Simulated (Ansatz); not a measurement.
Relaxed Pd (fcc, Cu type):

```xyz
4
Lattice="3.8757 0.0000 0.0000 0.0000 3.8757 0.0000 0.0000 0.0000 3.8757" Properties=species:S:1:pos:R:3 pbc="T T T"
Pd     0.0000     0.0000     0.0000
Pd     1.9379     1.9379     0.0000
Pd     1.9379     0.0000     1.9379
Pd     0.0000     1.9379     1.9379
```

These are PBEsol (plane waves to 420 eV, PAW, scalar-relativistic; Ansatz, a quantum-chemistry and plane-wave program) values and carry that method's errors. k mesh 10×10×10 (Γ-centred), Fermi-Dirac smearing 0.05 eV. With partly filled bands, energies and forces of such displacements shift with the k mesh and the smearing. On this mesh the relaxed cell isn't quite at rest: it carries a pressure of -0.1 GPa (compression positive) at the zero of the scan. Pd is run without spin polarisation. Pd was relaxed with its symmetry unable to fall.

One atom of the cell was then moved (with its periodic images), all else fixed, and the forces (eV/Å) came out as:

```json
[
 {"atom": "Pd1", "Fx": "0.000", "Fy": "0.000", "Fz": "2.287"},
 {"atom": "Pd2", "Fx": "0.000", "Fy": "0.000", "Fz": "0.009"},
 {"atom": "Pd3", "Fx": "0.000", "Fy": "0.000", "Fz": "-1.148"},
 {"atom": "Pd4", "Fx": "0.000", "Fy": "0.000", "Fz": "-1.148"}
]
```

Task: Which atom was moved, and by which vector (Å)?

Result: Pd1, by (0.00, 0.00, -0.22), 0.22 Å in all.

(For displaced atoms, the force is minus the slope of the energy, and its curvature is a force constant, which sets phonon frequencies.)
